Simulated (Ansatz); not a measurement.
# Rb: energy from the work of forces and stress

```
CELL_PARAMETERS angstrom
-2.80250 2.80250 2.80250
2.80250 -2.80250 2.80250
2.80250 2.80250 -2.80250
ATOMIC_POSITIONS crystal
Rb 0.00000 0.00000 0.00000
```

Theory: Ansatz 0.2.0, DFT PBEsol, scalar-relativistic, plane waves, PAW.

Settings: cutoff 420 eV, Γ-centred mesh 10×10×10 on the computed 1-atom cell, Gaussian smearing of 0.10 eV; no spin polarisation.

At the start the stress (GPa, compression positive, xx yy zz yz xz xy) is -0.05 -0.05 -0.05 0.00 0.00 0.00 and all forces are under 0.005 eV/Å. Each variant moves atoms by u and then strains the cell by ε, so an atom ends at (r + u)(1 + ε); shears are tensor components, each standing twice in ε. The starting volume is 88.04 Å³.

Variant 1: strain (xx yy zz yz xz xy, %) 2.00 2.00 2.00 0.00 0.00 0.00. There the stress is -0.20 -0.20 -0.20 0.00 0.00 0.00 GPa.

Variant 2: strain (xx yy zz yz xz xy, %) 0.27 3.23 2.50 -2.00 0.37 0.94. There the stress is -0.20 -0.19 -0.19 0.06 -0.01 -0.03 GPa.

Q: Estimate each change of free energy from forces and stresses by the trapezoid rule along the path (r + tu)(1 + tε), t from 0 to 1, and compare with the computed change.

A: The derivative of the energy along the path is −F·u(1 + tε) for the atoms and −V σ(1 + tε)⁻¹ : ε for the cell, with F, σ and V taken at t (σ positive in compression; 1 eV/Å³ = 160.2 GPa). Averaging t = 0 and t = 1 gives, in meV per atom:
| variant | work on atoms | work on cell | sum | computed |
| --- | --- | --- | --- | --- |
| 1 | 0.0 | 4.2 | 4.2 | 4.2 |
| 2 | 0.0 | 4.8 | 4.8 | 4.9 |

The rule is exact for a quadratic energy surface and overshoots a term ct³ by c/2, so the difference between the last two columns measures the net anharmonic part along the path (terms of opposite sign can cancel, and the finite basis adds a little): 2 to 2 % here.

Cost: 3 runs of about 0.21 core-minutes in all, on AMD EPYC 9R45 (Zen 5) (shared hosts).